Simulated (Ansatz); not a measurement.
ZrCuGe:
```yaml
crystal:
  lattice:
    - [6.55947, 0.00000, 0.00000]
    - [0.00000, 3.99453, 0.00000]
    - [0.00000, 0.00000, 7.37970]
  atoms:
    - { symbol: Zr, position: [0.00907, 0.25000, 0.80359] }
    - { symbol: Zr, position: [0.99093, 0.75000, 0.19641] }
    - { symbol: Zr, position: [0.49093, 0.75000, 0.30359] }
    - { symbol: Zr, position: [0.50907, 0.25000, 0.69641] }
    - { symbol: Cu, position: [0.17227, 0.25000, 0.42199] }
    - { symbol: Cu, position: [0.82773, 0.75000, 0.57801] }
    - { symbol: Cu, position: [0.32773, 0.75000, 0.92199] }
    - { symbol: Cu, position: [0.67227, 0.25000, 0.07801] }
    - { symbol: Ge, position: [0.77848, 0.25000, 0.40075] }
    - { symbol: Ge, position: [0.22152, 0.75000, 0.59925] }
    - { symbol: Ge, position: [0.72152, 0.75000, 0.90075] }
    - { symbol: Ge, position: [0.27848, 0.25000, 0.09925] }
```

Relaxed with r²SCAN. Special points in fractions of this cell's reciprocal vectors: Γ (0.000, 0.000, 0.000); X (0.500, 0.000, 0.000); S (0.500, 0.500, 0.000); Y (0.000, 0.500, 0.000); Z (0.000, 0.000, 0.500); U (0.500, 0.000, 0.500); R (0.500, 0.500, 0.500); T (0.000, 0.500, 0.500).

Task: List the band energies nearest the Fermi level at these points for r²SCAN (plane waves, PAW; program Ansatz).

Result: In eV from the Fermi level; about four levels below and three above (degenerate sets whole), none deeper than 8.9 eV; points with the same levels are listed once.

| k | below | above |
|---|---|---|
| Γ | -1.47 -0.83 -0.80 -0.37 | 0.14 0.48 0.61 |
| X | -0.63 -0.63 -0.37 -0.37 | 0.27 0.27 0.97 0.97 |
| S | -0.26 -0.26 -0.26 -0.26 | 2.48 2.48 2.48 2.48 |
| Y | -1.61 -1.61 0.00 0.00 | 0.36 0.36 1.47 1.47 |
| Z | -1.01 -1.01 -0.55 -0.55 | 0.88 0.88 1.47 1.47 |
| U | -0.83 -0.83 -0.49 -0.49 | 0.68 0.68 1.11 1.11 |
| R | -0.34 -0.34 -0.34 -0.34 | 2.17 2.17 2.17 2.17 |
| T | -1.75 -1.75 -1.10 -1.10 | 0.65 0.65 1.75 1.75 |

Space group Pnma. The workflow started from a Materials Project entry (that database holds measured and hypothetical structures alike); the Crystallography Open Database copy checked does not list it. Its standing as an ambient phase is unchecked. The r²SCAN relaxation kept the symmetry of its start; its stability against distortions is not shown here. No spin polarisation was allowed. Scalar-relativistic: spin–orbit coupling is off unless named, which matters more the heavier the elements.

Potentials: the later of the program's two PAW sets.
